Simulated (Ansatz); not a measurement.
NaNiO$_{2}$ in space group C2/m (No. 12; Na on 2d, Ni on 2a, O on 4i) at seven volumes, DFT-r²SCAN in the program Ansatz with PAW potentials, shape and atoms relaxed at each. One row is withheld.

```tsv
V (Å³/atom)	P (GPa)
8.890	?
9.183	9.19
9.476	4.18
9.769	-0.01
10.062	-3.50
10.355	-6.37
10.649	-8.72
```

Fit the shown pressures and predict the withheld one.

P = (3/2)B₀(x^(7/2) − x^(5/2))[1 + (3/4)(B′ − 4)(x − 1)] with x = (V₀/V)^(2/3). Least squares on the six rows gives V₀ = 9.768 Å³/atom, B₀ = 127 GPa, B′ = 5.25. At V = 8.890, x = 1.0648 and P = 15.32 GPa. The run itself gave 15.19 GPa.

The first step of the workflow began from a Materials Project structure, measured or hypothetical; the Crystallography Open Database files this formula in space group No. 12, but the cells were not matched. Its standing as an ambient phase is unchecked. Symmetry was held in the r²SCAN relaxation; its stability against distortions is not shown here. Spin order of the final state: ferromagnetic, chosen from 4 collinear starts compared on coarse meshes (ties went to the first, and starts can fall back to one state), not a proven ground state. Other orbital occupations within this spin state were not tried. No Hubbard U is applied.

Potentials: the later of the program's two PAW sets.
